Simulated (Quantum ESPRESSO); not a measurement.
# Planted mistakes on one cell of Ti4O6FN

These are calculations, not measurements. They come from pw.x of Quantum ESPRESSO 7.5, a plane-wave density functional program, with PseudoDojo standard norm-conserving files (v0.5 for PBE, v0.4.1 for LDA and PBEsol). The cells are made up: elements, strain and atom displacements were drawn at random, and nothing was relaxed. There is no spin polarisation, spin-orbit coupling or dispersion term.

The cell has 12 sites of a rutile lattice (two cells along c). Sites 1 to 4 hold Ti Ti Ti Ti; sites 5 to 12 hold O O F N O O O O. Cell vectors in Å: (4.618, 0.000, 0.000); (0.000, 4.618, 0.000); (0.000, 0.000, 5.899). Settings: PBE, cutoff 1143 eV, 5 x 5 x 4 k mesh shifted by half a step, Fermi-Dirac smearing of 0.025 eV.

The intended run has a self-consistency threshold of 1e-07 eV, a smearing term of 0.000 eV, a pressure of 10.45 GPa and 22 iterations. Each further run changes one thing: all lengths scaled by 1.0133; atoms of sites 8 and 9 exchanged; cutoff 784 eV; files of LDA; k mesh 1 x 1 x 1; one electron removed; smearing 0.42 eV; threshold 0.4 eV. A coarse mesh keeps the shift, and a charged cell sits in a uniform background.

```
run  change of free energy (eV)  smearing term -TS (eV)  change of P (GPa)  largest change of a force component (eV/Å)  iterations
  A                      -0.398                  -1.331               1.61                                       0.613          20
  B                       0.453                   0.000               2.14                                       0.791          23
  C                       6.818                   0.000             -12.89                                       0.216          23
  D                       1.946                   0.000             -17.47                                       0.114          23
  E                       0.108                   0.000               0.17                                       1.861          23
  F                      -9.604                  -0.013             -18.73                                       1.632          23
  G                       0.177                   0.000              -5.96                                       0.280           8
  H                      -0.182                   0.000              -9.24                                       0.410          23
```

A rerun of the intended cell at 1437 eV and k mesh 7 x 7 x 6 moved values by no more than 0.004 eV in the cell's energy, 0.05 GPa in stress and 0.002 eV/Å in force.

Question: which change belongs to which run?

## Worked reading

Run G has the fewest iterations, as a run stopped early does. Run A has the largest smearing term, as wide smearing gives. Run H changes the volume by a factor of 1.0404; minus its pressure change over the logarithm of that factor, 233 GPa, is a rough bulk modulus with clamped atoms. Energies from files of another functional, or of a charged cell, have another zero and say nothing on stability; the pressure of a charged cell rests on the program's zero of potential too.

## Key

```
run                            change
  A                  smearing 0.42 eV
  B                  k mesh 1 x 1 x 1
  C                      files of LDA
  D                     cutoff 784 eV
  E  atoms of sites 8 and 9 exchanged
  F              one electron removed
  G                  threshold 0.4 eV
  H      all lengths scaled by 1.0133
```